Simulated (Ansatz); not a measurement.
Input:

Relaxed Sc (hcp, Mg type):

```
Sc
1.0
    3.27714     0.00000     0.00000
   -1.63857     2.83808     0.00000
    0.00000     0.00000     5.08539
Sc
2
Cartesian
  0.00000   1.89206   3.81404
  1.63857   0.94603   1.27135
```

Two-dimensional scan of atom 1 (Sc, nearest neighbour Sc at 3.169 Å; its periodic images, 3.3 Å or more away, move with it): u runs along (0.707, 0.707, 0.000), v along (0.000, 0.000, 1.000) (Cartesian). Cell and other atoms are fixed.

All values below come from PBEsol (plane waves to 420 eV, PAW, scalar-relativistic; Ansatz, a program for electronic structure). k mesh 13×13×8 (Γ-centred), Fermi-Dirac smearing 0.05 eV. Energies are smeared free energies. Points where atoms come too close for the PAW data are left out (x in tables, blank in figures). With partly filled bands, energies and forces of such displacements shift with the k mesh and the smearing. Sc is run without spin polarisation. Sc was relaxed with its symmetry unable to fall. ΔE is measured from the undisplaced structure. Axes are in Å.

The scan covers u from -0.480 to 0.480 Å in 7 points and v from -0.480 to 0.480 Å in 7 points.

Q: In which direction of the plane is the atom held most weakly?

A: Along u.

Q: What are the two principal curvatures of the energy at the centre?

A: 1.5 and 4.5 eV/Å².

(A displaced cell: forces are minus the slopes of the energy, force constants its curvatures, and phonons follow from these.)
